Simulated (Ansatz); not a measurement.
Run on Ti (hcp type): DFT, PBEsol, all-electron LAPW, scalar-relativistic (Ansatz 0.2.0).

The base cell comes from a relaxation on PAW files under the same functional.

Command: `ansatz run input.yaml --threads 1 --pin off --max-ram 2048MiB --backend cpu --events-out ev --progress --plain --runs-dir out` It took 29 s on 1 thread of Arm Neoverse V1, on a shared host, peak memory 0.4 GiB.

```yaml
crystal:
  lattice:
    - [2.9015130747, 0.0, 0.0]
    - [-1.4507565374, 2.5127840321, 0.0]
    - [0.0, 0.0, 4.5905159072]
  atoms:
    - { symbol: Ti, position: [0.3333333333, 0.6666666667, 0.25] }
    - { symbol: Ti, position: [0.6666666667, 0.3333333333, 0.75] }
kpoints:
  mp_grid: { grid: [17, 17, 9] }
  band_path:
    path:
      - [0.0, 0.0, 0.0]
      - [0.5, 0.0, 0.0]
      - [0.3333333333, 0.3333333333, 0.0]
      - [0.0, 0.0, 0.0]
      - [0.0, 0.0, 0.5]
      - [0.5, 0.0, 0.5]
      - [0.3333333333, 0.3333333333, 0.5]
      - [0.0, 0.0, 0.5]
      - [0.5, 0.0, 0.5]
    npoints: 14
scf:
  occupations: { method: fermi_dirac, width: 0.08 }
hamiltonian:
  xc: pbesol
  pseudopotentials: { kind: all_electron, lapw: { basis_error: 0.001 } }
output:
  forces: true
  stress: true
  eigenvalues: true
  populations: true
  dos: { projected: true, de: 0.2, e_range: [-14, 8] }
```

Output:

```
Ti: projections on atomic orbitals take those of the free atom 1s2 2s2 2p6 3s2 3p6 3d2 4s2, of charge +0.00 (hamiltonian.pseudopotentials.projection_atoms)
LAPW: plane waves up to 7.742 Å⁻¹, error target 1.0e-3 eV per atom; small_component_spin mean_spin; Ti in spheres of 1.421 Å, 12 of its electrons in bands, Dirac shells [] (how accurate: hamiltonian.pseudopotentials.lapw.basis_error, Limitations)
Engine: ansatz 0.2.0
Pseudopotentials: kind: all_electron
Pseudopotential: Ti, LAPW, valence charge 12, lapw/all_electron/scalar/gaussian/Ti, Koelling and Harmon's equation, gaussian nucleus
Functional definition: PBEsol
  exchange = pbesol_x
  correlation = pbesol_c
Crystal: 2 atoms, lattice volume = 33.469 Å³
Basis set: ecut = 228.39245835733544 eV, 263 PW (Γ), exchange–correlation at level 2
Bands: 16, of which v1, the nominal top of the filled ones, is band 12 counted from 1 (11 counted from 0)
Symmetry: 24 space group operations
Space group: P63/mmc (ITA 194), of the structure as read, at distance tolerance 3.2e-5 Å
k-points: 165 of 2601
Non-local potential: Ti, projectors of the file, none
Initial density: superposition of atomic densities (chi_scale 0.1, normalization cell)
Initial wavefunctions: plane waves of lowest kinetic energy (no species holds an atomic orbital)
Functional: x = pbesol(κ = 0.804, μ = 0.12345679012345678), c = pbesol(β = 0.046)
iter 1 solved again at ethr=7.13e-4 eV; its pass at ethr=1.00e-1 eV (dr2=1.71e-1 eV) is discarded
SCF iter   1: F=—  HF=-46415.563928 eV  |F-HF|=—  |Δ(HF+E_count)|=         —  Δρ=2.68e-2  dr2=1.73e-1  ethr=7.13e-4  ⟨swp⟩=2.7  Hψ=18817  notcnv=0
preconditioner: auto → none  [metal: Δε(μ)=0.006 eV  Ē_g=3.235 eV  σ=0.080 eV  W_gap=0.02  n_scr=8 (ndim 8)  ℏωp=18.2 eV  f_vac=0.000  D(μ)=1.69/eV (n_scr^D=22)  sad-step TF]
SCF iter   2: F=—  HF=-46415.191394 eV  |F-HF|=—  |Δ(HF+E_count)|=   3.73e-1  Δρ=9.50e-3  dr2=3.02e-2  ethr=7.13e-4  ⟨swp⟩=3.0  Hψ=9688  notcnv=0
SCF iter   3: F=—  HF=-46415.168784 eV  |F-HF|=—  |Δ(HF+E_count)|=         —  Δρ=5.87e-3  dr2=1.00e-2  ethr=1.26e-4  ⟨swp⟩=2.2  Hψ=8724  notcnv=0
the basis was enlarged: its passes take 129.0 KiB over the memory plan, 1 of 1 planned eigensolver slots
iter 4 solved again at ethr=4.94e-7 eV; its pass at ethr=4.17e-5 eV (dr2=1.19e-4 eV) is discarded
SCF iter   4: F=—  HF=-46415.166788 eV  |F-HF|=—  |Δ(HF+E_count)|=   2.00e-3  Δρ=6.52e-4  dr2=1.19e-4  ethr=4.94e-7  ⟨swp⟩=2.0  Hψ=13986  notcnv=0
SCF iter   5: F=—  HF=-46415.166779 eV  |F-HF|=—  |Δ(HF+E_count)|=   8.88e-6  Δρ=6.78e-5  dr2=1.22e-6  ethr=4.94e-7  ⟨swp⟩=2.0  Hψ=8476  notcnv=0
SCF iter   6: F=-46415.166778 eV  HF=-46415.166778 eV  |F-HF|=1.34e-9  |Δ(HF+E_count)|=   7.92e-7  Δρ=3.59e-6  dr2=3.42e-9  ethr=5.10e-9  ⟨swp⟩=2.6  Hψ=8682  notcnv=0
SCF 1 converged in 6 iterations: F = -46415.166778 eV  dr2 = 3.42e-9
NSCF: frozen V_eff on 113 k-points
SCF converged after 6 iterations
Free energy (F): -46415.166778 eV
Harris-Foulkes:  -46415.166778 eV  (|F-HF|=1.34e-9)
Internal energy: -46415.121171 eV  (E = F + TS)
E sigma→0 (E₀):  -46415.143975 eV
Entropy (-TS):   -0.045607 eV (-22.803 meV/atom)
Fermi energy:    14.266685 eV
--- Per-component energies (eV) ---
  E_band       = -289.987230
  E_kinetic    = 46857.053277
  E_xc         = -2243.750035
  E_electrostatic = -91028.424413  (all electrons and nuclei)
  E_smearing   = -0.045607  (= −TS)
  E_closure    = 0.000000  (closes the sum)
  E_atoms      = -46400.709995  (free atoms, spherical and without spin; not in F)
  Σ components = -46415.166778   (vs F -46415.166778, Δ=0.00e0)
  Basis errors (estimates in eV, not in F): energy 1.3e-4 per atom: plane waves 9.5e-5 (4.8e-5 summed), levels above the bands 9.7e-12, relativity 4.6e-9, radial functions 3.9e-5, core shells 4.2e-8; eigenvalues (radial functions only) 9.6e-7; not estimated: angular momenta, meshes, grids; target (lapw.basis_error) 1.0e-3; muffin-tin radii Ti 1.421 Å
--- Forces (eV/Å), atoms counted from 1 ---
  atom   1  Ti     0.00000000    -0.00000000     0.00000000
  atom   2  Ti    -0.00000000     0.00000000    -0.00000000
  max |Σ_I F_I| component: 7.40e-17 eV/Å
--- Stress (GPa, compression-positive) ---
       -0.000444      -0.000000       0.000000
       -0.000000      -0.000444       0.000000
        0.000000       0.000000       0.005296
  P = ⅓ Tr σ = 0.0015 GPa (0.015 kbar)
--- Band table (eV; the first three rows and the last of 165) ---
  k-point 0: bands = ["-42.2384", "-42.0737", "-18.9947", "-18.2684", "-18.2684", "-18.1779", "-18.1528", "-18.1528", "8.0064", "11.4969", "15.0736", "15.0736", "15.1659", "15.2161", "15.6065", "15.6065"]
  k-point 1: bands = ["-42.2335", "-42.0788", "-18.9711", "-18.2649", "-18.2649", "-18.2037", "-18.1563", "-18.1563", "8.1148", "11.4523", "14.9751", "15.0187", "15.0187", "15.1546", "15.5450", "15.5450"]
  k-point 2: bands = ["-42.2194", "-42.0933", "-18.9028", "-18.2774", "-18.2549", "-18.2549", "-18.1664", "-18.1664", "8.4319", "11.2725", "14.5851", "14.9300", "14.9300", "14.9826", "15.3901", "15.3901"]
  k-point 164: bands = ["-42.0613", "-42.0593", "-18.7909", "-18.7844", "-18.5935", "-18.5485", "-18.2988", "-18.2918", "12.7544", "12.8549", "13.2881", "13.2983", "14.0929", "14.0945", "15.9198", "16.1845"]
--- Löwdin populations: 2 sites ---
  site symbol       q [e]
     0     Ti     21.8835
     1     Ti     21.8835
  spilling = 0.005296 (of n_electrons = 44.000000)
```

populations.tsv:

```
# site	symbol	l	j	q
# orbitals = lowdin
# n_electrons = 44.000000
# spilling = 0.005296
# projection_atom_Ti: 1s2 2s2 2p6 3s2 3p6 3d2 4s2
0	Ti	0_1S	-	1.999975
0	Ti	0_2S	-	1.998530
0	Ti	0_3S	-	1.962910
0	Ti	0_4S	-	0.895440
0	Ti	1_2P	-	5.999975
0	Ti	1_3P	-	5.988532
0	Ti	2_3D	-	3.038133
1	Ti	0_1S	-	1.999975
1	Ti	0_2S	-	1.998530
1	Ti	0_3S	-	1.962910
1	Ti	0_4S	-	0.895440
1	Ti	1_2P	-	5.999975
1	Ti	1_3P	-	5.988532
1	Ti	2_3D	-	3.038133
```

Next run (volume at 0.95 of the series' base cell), as changes to the input before:

```diff
   lattice:
-    - [2.9015130747, 0.0, 0.0]
-    - [-1.4507565374, 2.5127840321, 0.0]
-    - [0.0, 0.0, 4.5905159072]
+    - [2.8508401546, 0.0, 0.0]
+    - [-1.4254200773, 2.468899996, 0.0]
+    - [0.0, 0.0, 4.5173987903]
   atoms:
   mp_grid: { grid: [17, 17, 9] }
-  band_path:
-    path:
-      - [0.0, 0.0, 0.0]
-      - [0.5, 0.0, 0.0]
-      - [0.3333333333, 0.3333333333, 0.0]
-      - [0.0, 0.0, 0.0]
-      - [0.0, 0.0, 0.5]
-      - [0.5, 0.0, 0.5]
-      - [0.3333333333, 0.3333333333, 0.5]
-      - [0.0, 0.0, 0.5]
-      - [0.5, 0.0, 0.5]
-    npoints: 14
 scf:
   populations: true
-  dos: { projected: true, de: 0.2, e_range: [-14, 8] }
```

Results part of the output:

```
SCF 1 converged in 6 iterations: F = -46415.133130 eV  dr2 = 5.01e-9
SCF converged after 6 iterations
Free energy (F): -46415.133130 eV
Harris-Foulkes:  -46415.133130 eV  (|F-HF|=5.57e-9)
Internal energy: -46415.089614 eV  (E = F + TS)
E sigma→0 (E₀):  -46415.111372 eV
Entropy (-TS):   -0.043515 eV (-21.758 meV/atom)
Fermi energy:    15.141607 eV
--- Per-component energies (eV) ---
  E_band       = -267.810181
  E_kinetic    = 46860.894559
  E_xc         = -2244.975280
  E_electrostatic = -91031.008894  (all electrons and nuclei)
  E_smearing   = -0.043515  (= −TS)
  E_closure    = 0.000000  (closes the sum)
  E_atoms      = -46400.709995  (free atoms, spherical and without spin; not in F)
  Σ components = -46415.133130   (vs F -46415.133130, Δ=0.00e0)
  Basis errors (estimates in eV, not in F): energy 1.2e-4 per atom: plane waves 8.5e-5 (4.4e-5 summed), levels above the bands 2.9e-12, relativity 4.4e-9, radial functions 3.7e-5, core shells 7.0e-8; eigenvalues (radial functions only) 1.0e-6; not estimated: angular momenta, meshes, grids; target (lapw.basis_error) 1.0e-3; muffin-tin radii Ti 1.397 Å
--- Forces (eV/Å), atoms counted from 1 ---
  atom   1  Ti     0.00000000    -0.00000000     0.00000000
  atom   2  Ti     0.00000000     0.00000000     0.00000000
  max |Σ_I F_I| component: 1.85e-17 eV/Å
--- Stress (GPa, compression-positive) ---
        6.668127      -0.000000       0.000000
       -0.000000       6.668127       0.000000
        0.000000       0.000000       6.697755
  P = ⅓ Tr σ = 6.6780 GPa (66.780 kbar)
--- Band table (eV; the first three rows and the last of 165) ---
  k-point 0: bands = ["-41.2796", "-41.0786", "-18.1045", "-17.2563", "-17.2563", "-17.1467", "-17.1231", "-17.1231", "8.7828", "12.2398", "15.9745", "15.9745", "16.1190", "16.1909", "16.5464", "16.5464"]
  k-point 1: bands = ["-41.2737", "-41.0848", "-18.0770", "-17.2523", "-17.2523", "-17.1770", "-17.1272", "-17.1272", "8.8963", "12.2057", "15.9173", "15.9173", "15.9849", "16.0535", "16.4807", "16.4807"]
  k-point 2: bands = ["-41.2565", "-41.1025", "-17.9972", "-17.2639", "-17.2408", "-17.2408", "-17.1388", "-17.1388", "9.2276", "12.0567", "15.5510", "15.8244", "15.8244", "15.8707", "16.3156", "16.3156"]
  k-point 164: bands = ["-41.0616", "-41.0592", "-17.8703", "-17.8627", "-17.6436", "-17.5909", "-17.2908", "-17.2826", "13.5373", "13.6549", "14.1014", "14.1109", "14.9948", "14.9979", "16.8793", "17.1594"]
--- Löwdin populations: 2 sites ---
  site symbol       q [e]
     0     Ti     21.8933
     1     Ti     21.8933
  spilling = 0.004848 (of n_electrons = 44.000000)
```

Next run (volume at 0.85 of the series' base cell), as changes to the input before:

```diff
   lattice:
-    - [2.8508401546, 0.0, 0.0]
-    - [-1.4254200773, 2.468899996, 0.0]
-    - [0.0, 0.0, 4.5173987903]
+    - [2.7412127318, 0.0, 0.0]
+    - [-1.3706063659, 2.3739598629, 0.0]
+    - [0.0, 0.0, 4.3716361208]
   atoms:
```

Results part of the output:

```
SCF 1 converged in 6 iterations: F = -46414.811804 eV  dr2 = 2.12e-8
SCF converged after 6 iterations
Free energy (F): -46414.811804 eV
Harris-Foulkes:  -46414.811804 eV  (|F-HF|=4.15e-10)
Internal energy: -46414.771524 eV  (E = F + TS)
E sigma→0 (E₀):  -46414.791664 eV
Entropy (-TS):   -0.040280 eV (-20.140 meV/atom)
Fermi energy:    17.179826 eV
--- Per-component energies (eV) ---
  E_band       = -216.505372
  E_kinetic    = 46869.944516
  E_xc         = -2247.873272
  E_electrostatic = -91036.842768  (all electrons and nuclei)
  E_smearing   = -0.040280  (= −TS)
  E_closure    = 0.000000  (closes the sum)
  E_atoms      = -46400.709995  (free atoms, spherical and without spin; not in F)
  Σ components = -46414.811804   (vs F -46414.811804, Δ=0.00e0)
  Basis errors (estimates in eV, not in F): energy 1.3e-4 per atom: plane waves 9.0e-5 (4.6e-5 summed), levels above the bands 2.2e-13, relativity 3.4e-9, radial functions 4.1e-5, core shells 2.0e-7; eigenvalues (radial functions only) 1.1e-6; not estimated: angular momenta, meshes, grids; target (lapw.basis_error) 1.0e-3; muffin-tin radii Ti 1.349 Å
--- Forces (eV/Å), atoms counted from 1 ---
  atom   1  Ti    -0.00000000     0.00000000     0.00000000
  atom   2  Ti     0.00000000    -0.00000000     0.00000000
  max |Σ_I F_I| component: 3.70e-17 eV/Å
--- Stress (GPa, compression-positive) ---
       25.490098       0.000000       0.000000
        0.000000      25.490098       0.000000
        0.000000       0.000000      25.478056
  P = ⅓ Tr σ = 25.4861 GPa (254.861 kbar)
--- Band table (eV; the first three rows and the last of 165) ---
  k-point 0: bands = ["-39.0891", "-38.7861", "-16.0837", "-14.9059", "-14.9059", "-14.7512", "-14.7290", "-14.7290", "10.6601", "13.9769", "18.0587", "18.0587", "18.1766", "18.6092", "18.7159", "18.7159"]
  k-point 1: bands = ["-39.0802", "-38.7954", "-16.0457", "-14.9006", "-14.9006", "-14.7939", "-14.7344", "-14.7344", "10.7854", "13.9658", "17.9984", "17.9984", "18.1026", "18.3697", "18.6421", "18.6421"]
  k-point 2: bands = ["-39.0545", "-38.8224", "-15.9356", "-14.9159", "-14.8853", "-14.8853", "-14.7498", "-14.7498", "11.1492", "13.8882", "17.8351", "17.8979", "17.8989", "17.8989", "18.4563", "18.4563"]
  k-point 164: bands = ["-38.7503", "-38.7468", "-15.7710", "-15.7605", "-15.4716", "-15.3987", "-14.9587", "-14.9470", "15.3604", "15.5232", "15.9887", "16.0014", "17.1102", "17.1244", "19.0967", "19.4084"]
--- Löwdin populations: 2 sites ---
  site symbol       q [e]
     0     Ti     21.9132
     1     Ti     21.9132
  spilling = 0.003944 (of n_electrons = 44.000000)
```

Next run (volume at 0.75 of the series' base cell), as changes to the input before:

```diff
   lattice:
-    - [2.7412127318, 0.0, 0.0]
-    - [-1.3706063659, 2.3739598629, 0.0]
-    - [0.0, 0.0, 4.3716361208]
+    - [2.6150797995, 0.0, 0.0]
+    - [-1.3075398998, 2.2647255393, 0.0]
+    - [0.0, 0.0, 4.2383999123]
   atoms:
```

Results part of the output:

```
SCF 1 converged in 6 iterations: F = -46413.995791 eV  dr2 = 2.49e-9
SCF converged after 6 iterations
Free energy (F): -46413.995791 eV
Harris-Foulkes:  -46413.995791 eV  (|F-HF|=5.38e-10)
Internal energy: -46413.956939 eV  (E = F + TS)
E sigma→0 (E₀):  -46413.976365 eV
Entropy (-TS):   -0.038852 eV (-19.426 meV/atom)
Fermi energy:    19.721969 eV
--- Per-component energies (eV) ---
  E_band       = -153.269544
  E_kinetic    = 46880.952818
  E_xc         = -2251.536076
  E_electrostatic = -91043.373680  (all electrons and nuclei)
  E_smearing   = -0.038852  (= −TS)
  E_closure    = 0.000000  (closes the sum)
  E_atoms      = -46400.709995  (free atoms, spherical and without spin; not in F)
  Σ components = -46413.995791   (vs F -46413.995791, Δ=0.00e0)
  Basis errors (estimates in eV, not in F): energy 1.2e-4 per atom: plane waves 9.5e-5 (4.8e-5 summed), levels above the bands 1.2e-14, relativity 5.7e-9, radial functions 2.7e-5, core shells 5.6e-7; eigenvalues (radial functions only) 1.2e-6; not estimated: angular momenta, meshes, grids; target (lapw.basis_error) 1.0e-3; muffin-tin radii Ti 1.301 Å
--- Forces (eV/Å), atoms counted from 1 ---
  atom   1  Ti     0.00000000     0.00000000     0.00000000
  atom   2  Ti    -0.00000000    -0.00000000     0.00000000
  max |Σ_I F_I| component: 3.70e-17 eV/Å
--- Stress (GPa, compression-positive) ---
       54.673267      -0.000000       0.000000
       -0.000000      54.673267       0.000000
        0.000000       0.000000      54.818232
  P = ⅓ Tr σ = 54.7216 GPa (547.216 kbar)
--- Band table (eV; the first three rows and the last of 165) ---
  k-point 0: bands = ["-36.4492", "-35.9912", "-13.6593", "-11.9767", "-11.9767", "-11.7864", "-11.7476", "-11.7476", "13.1390", "16.1795", "20.6130", "20.6399", "20.6399", "21.3800", "21.3800", "21.6350"]
  k-point 1: bands = ["-36.4359", "-36.0056", "-13.6064", "-11.9699", "-11.9699", "-11.8472", "-11.7546", "-11.7546", "13.2785", "16.1927", "20.5319", "20.5825", "20.5825", "21.3011", "21.3011", "21.3610"]
  k-point 2: bands = ["-36.3975", "-36.0468", "-13.4530", "-12.0205", "-11.9502", "-11.9502", "-11.7747", "-11.7747", "13.6799", "16.1944", "20.3105", "20.4850", "20.4850", "20.7150", "21.1013", "21.1013"]
  k-point 164: bands = ["-35.9015", "-35.8961", "-13.2389", "-13.2239", "-12.8503", "-12.7510", "-12.0893", "-12.0722", "17.6332", "17.8556", "18.3293", "18.3655", "19.7832", "19.8129", "21.8257", "22.1624"]
--- Löwdin populations: 2 sites ---
  site symbol       q [e]
     0     Ti     21.9319
     1     Ti     21.9319
  spilling = 0.003094 (of n_electrons = 44.000000)
```

Next run (volume at 0.65 of the series' base cell), as changes to the input before:

```diff
   lattice:
-    - [2.6150797995, 0.0, 0.0]
-    - [-1.3075398998, 2.2647255393, 0.0]
-    - [0.0, 0.0, 4.2383999123]
+    - [2.3960873043, 0.0, 0.0]
+    - [-1.1980436522, 2.0750724752, 0.0]
+    - [0.0, 0.0, 4.3754088513]
   atoms:
```

Command: `ansatz run input.yaml --threads 1 --pin off --max-ram 2048MiB --backend cpu --events-out ev --progress --plain --runs-dir out` It took 34 s on 1 thread of Arm Neoverse V1 (shared host), peak memory 0.47 GiB.

Results part of the output:

```
SCF 1 converged in 6 iterations: F = -46412.443067 eV  dr2 = 6.46e-10
SCF converged after 6 iterations
Free energy (F): -46412.443067 eV
Harris-Foulkes:  -46412.443067 eV  (|F-HF|=4.44e-10)
Internal energy: -46412.416064 eV  (E = F + TS)
E sigma→0 (E₀):  -46412.429565 eV
Entropy (-TS):   -0.027003 eV (-13.501 meV/atom)
Fermi energy:    22.832012 eV
--- Per-component energies (eV) ---
  E_band       = -5033.255036
  E_kinetic    = 46892.011203
  E_xc         = -2256.459036
  E_electrostatic = -91047.968231  (all electrons and nuclei)
  E_smearing   = -0.027003  (= −TS)
  E_closure    = 0.000000  (closes the sum)
  E_atoms      = -46400.709995  (free atoms, spherical and without spin; not in F)
  Σ components = -46412.443067   (vs F -46412.443067, Δ=0.00e0)
  Basis errors (estimates in eV, not in F): energy 1.5e-4 per atom: plane waves 1.3e-4 (6.6e-5 summed), levels above the bands 6.2e-19, relativity 2.3e-8, radial functions 2.0e-5, core shells 4.5e-7; eigenvalues (radial functions only) 7.1e-7; not estimated: angular momenta, meshes, grids; target (lapw.basis_error) 1.0e-3; muffin-tin radii Ti 1.198 Å
--- Forces (eV/Å), atoms counted from 1 ---
  atom   1  Ti     0.00000000    -0.00000000     0.00000000
  atom   2  Ti    -0.00000000     0.00000000    -0.00000000
  max |Σ_I F_I| component: 1.85e-17 eV/Å
--- Stress (GPa, compression-positive) ---
       95.102055      -0.000000       0.000000
       -0.000000      95.102055      -0.000000
        0.000000      -0.000000      95.451552
  P = ⅓ Tr σ = 95.2186 GPa (952.186 kbar)
--- Band table (eV; the first three rows and the last of 165) ---
  k-point 0: bands = ["-413.2788", "-413.2788", "-413.2746", "-413.2746", "-413.2746", "-413.2746", "-33.2692", "-32.7700", "-10.5124", "-8.2718", "-7.9524", "-7.9524", "-7.7779", "-7.7779", "16.5567", "19.4033", "22.5739", "24.0747", "24.0747", "24.4255", "24.6329", "24.6329"]
  k-point 1: bands = ["-413.2788", "-413.2788", "-413.2746", "-413.2746", "-413.2746", "-413.2746", "-33.2548", "-32.7858", "-10.4497", "-8.3454", "-7.9472", "-7.9472", "-7.7832", "-7.7832", "16.7020", "19.4180", "22.5197", "24.0637", "24.0637", "24.1675", "24.5922", "24.5922"]
  k-point 2: bands = ["-413.2788", "-413.2788", "-413.2746", "-413.2746", "-413.2746", "-413.2746", "-33.2132", "-32.8309", "-10.2677", "-8.5547", "-7.9321", "-7.9321", "-7.7985", "-7.7985", "17.1178", "19.4361", "22.3762", "23.5210", "24.0463", "24.0463", "24.4843", "24.4843"]
  k-point 164: bands = ["-413.2788", "-413.2788", "-413.2746", "-413.2746", "-413.2746", "-413.2746", "-32.2347", "-32.2288", "-10.1395", "-10.1126", "-9.7440", "-9.6645", "-8.5833", "-8.5606", "20.5882", "20.8369", "21.4124", "21.5971", "23.3012", "23.3779", "25.1379", "25.3752"]
--- Löwdin populations: 2 sites ---
  site symbol       q [e]
     0     Ti     21.9459
     1     Ti     21.9459
  spilling = 0.002460 (of n_electrons = 44.000000)
```

The structure type is held throughout; the real material can change phase at far lower pressure.
